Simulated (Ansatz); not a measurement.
Values for one crystal, relaxed and computed with LDA in the plane-wave PAW code Ansatz; other levels are named.

Volume per atom: 28.87 Å³
Band gap: 0.41 eV (direct)
Zone-centre stability: no imaginary mode at Γ
Conduction-band minimum: at Γ
Hole effective mass: 0.086, 0.086, 0.31 mₑ (principal values)
Formation energy from the elements (no fitted shifts): -0.29 eV/atom
Electron effective mass: 0.079, 0.079, 0.29 mₑ (principal values)

Task: Pick the material that matches.
(A) MoSeS, P-3m1 (Mo on 2c, Se on 2d, S on 2d)
(B) Cs2AgBiBr6, Fm-3m (Bi on 4a, Ag on 4b, Cs on 8c, Br on 24e)
(C) CaZrN2, R-3m (Ca on 3a, Zr on 3b, N on 6c)
(D) Bi2TeSe2, R-3m (Bi on 6c, Te on 3a, Se on 6c)

Result: D, Bi2TeSe2, R-3m (Bi on 6c, Te on 3a, Se on 6c)

The first step of the workflow began from a Materials Project structure, measured or hypothetical; the Crystallography Open Database files this formula in space group No. 166, but the cells were not matched. Its standing as an ambient phase is unchecked. The cell was relaxed with LDA under the symmetry of its start. A crystal of weakly bound layers computed without a dispersion correction: the cell and the soft elastic constants depend strongly on that. The references are the lowest solids computed at this level, not always the standard phases. Scalar-relativistic: spin–orbit coupling is off unless named, which matters more the heavier the elements.

Potentials: the later of the program's two PAW sets.
